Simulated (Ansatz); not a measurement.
Au:
```
Au
1.0
    0.00000     2.04082     2.04082
    2.04082     0.00000     2.04082
    2.04082     2.04082     0.00000
Au
1
Cartesian
  0.00000   0.00000   0.00000
```

Relaxed with PBEsol.

Question: List the phonon frequencies at the special points (DFPT on a 5×5×5 q-mesh, Fourier-interpolated; PBEsol (plane waves, PAW; program Ansatz)).

Answer: In cm⁻¹.

```
q  frequencies
-  -----------
Γ        0 0 0
X    86 86 149
U   77 108 132
K   77 108 132
L    60 60 154
W   83 118 118
```

Space group Fm-3m (fcc (Cu type)). The cell was relaxed with PBEsol under the symmetry of its start. As this level gives no gap, phonon frequencies hold no LO–TO term and depend on the k-mesh and smearing (Fermi–Dirac, 0.1 eV here). Scalar-relativistic: spin–orbit coupling is off unless named, which matters more the heavier the elements.

Potentials: the earlier of the program's two PAW sets. The files were generated under PBE; for other functionals the program regenerates the frozen cores, and for LDA and PBEsol the local potential too.
